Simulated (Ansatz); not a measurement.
Si:
```xyz
2
Lattice="0.0000 2.7145 2.7145 2.7145 0.0000 2.7145 2.7145 2.7145 0.0000" Properties=species:S:1:pos:R:3 pbc="T T T"
Si     2.7145     2.7145     2.7145
Si     4.0717     4.0717     4.0717
```

Relaxed with r²SCAN+D4.

Question: Which orbitals make up the states near the band edges in the program Ansatz at the r²SCAN+D4 level (PAW)?

Answer: Top 1 eV of the valence band: Si 3p 96 %. Bottom 1 eV of the conduction band: Si 3p 57 %, Si 3s 27 %, outside the projected shells 16 %. Projections are on Löwdin-orthogonalised atomic valence shells; empty p or d shells of many metals are not among them.

Question: Tabulate the density of states.

Answer: States/eV per cell of 2 atoms, in 0.25 eV bins, energy from the valence-band maximum.

| E (eV) | total | Si 3p | Si 3s |
|---|---|---|---|
| -7.85 | 0.11 | 0.05 | 0.06 |
| -7.60 | 0.39 | 0.17 | 0.21 |
| -7.35 | 0.52 | 0.24 | 0.28 |
| -7.10 | 1.29 | 0.74 | 0.54 |
| -6.85 | 0.96 | 0.56 | 0.40 |
| -6.60 | 0.68 | 0.39 | 0.28 |
| -6.35 | 0.56 | 0.32 | 0.23 |
| -6.10 | 0.46 | 0.27 | 0.19 |
| -5.85 | 0.41 | 0.24 | 0.16 |
| -5.60 | 0.35 | 0.21 | 0.14 |
| -5.35 | 0.30 | 0.18 | 0.12 |
| -5.10 | 0.27 | 0.17 | 0.10 |
| -4.85 | 0.24 | 0.15 | 0.09 |
| -4.60 | 0.29 | 0.21 | 0.08 |
| -4.35 | 1.00 | 0.90 | 0.09 |
| -4.10 | 1.07 | 0.97 | 0.10 |
| -3.85 | 0.99 | 0.88 | 0.10 |
| -3.60 | 1.01 | 0.91 | 0.09 |
| -3.35 | 1.10 | 1.00 | 0.09 |
| -3.10 | 1.35 | 1.25 | 0.08 |
| -2.85 | 1.46 | 1.37 | 0.07 |
| -2.60 | 1.39 | 1.31 | 0.06 |
| -2.35 | 1.32 | 1.25 | 0.06 |
| -2.10 | 1.27 | 1.21 | 0.05 |
| -1.85 | 1.22 | 1.17 | 0.04 |
| -1.60 | 1.18 | 1.14 | 0.03 |
| -1.35 | 1.06 | 1.02 | 0.02 |
| -1.10 | 0.67 | 0.64 | 0.01 |
| -0.85 | 0.48 | 0.45 | 0.01 |
| -0.60 | 0.34 | 0.33 | 0.01 |
| -0.35 | 0.20 | 0.19 | 0.00 |
| -0.10 | 0.05 | 0.05 | 0.00 |
| 0.15 | 0.00 | 0.00 | 0.00 |
| 0.40 | 0.00 | 0.00 | 0.00 |
| 0.65 | 0.00 | 0.00 | 0.00 |
| 0.90 | 0.09 | 0.05 | 0.03 |
| 1.15 | 0.27 | 0.15 | 0.08 |
| 1.40 | 0.45 | 0.26 | 0.12 |
| 1.65 | 0.57 | 0.33 | 0.14 |
| 1.90 | 0.69 | 0.40 | 0.16 |
| 2.15 | 0.91 | 0.52 | 0.23 |
| 2.40 | 1.36 | 0.75 | 0.38 |
| 2.65 | 1.83 | 1.05 | 0.48 |
| 2.90 | 1.46 | 0.88 | 0.32 |
| 3.15 | 1.10 | 0.67 | 0.20 |
| 3.40 | 0.97 | 0.62 | 0.12 |
| 3.65 | 1.71 | 1.18 | 0.16 |
| 3.90 | 1.84 | 1.17 | 0.22 |
| 4.15 | 1.69 | 1.02 | 0.21 |
| 4.40 | 1.35 | 0.82 | 0.14 |
| 4.65 | 0.99 | 0.61 | 0.09 |
| 4.90 | 1.13 | 0.65 | 0.12 |
| 5.15 | 0.99 | 0.52 | 0.14 |
| 5.40 | 1.18 | 0.60 | 0.17 |
| 5.65 | 1.16 | 0.60 | 0.16 |

Space group Fd-3m (diamond). The r²SCAN+D4 relaxation kept the symmetry of its start.

Potentials: the later of the program's two PAW sets.
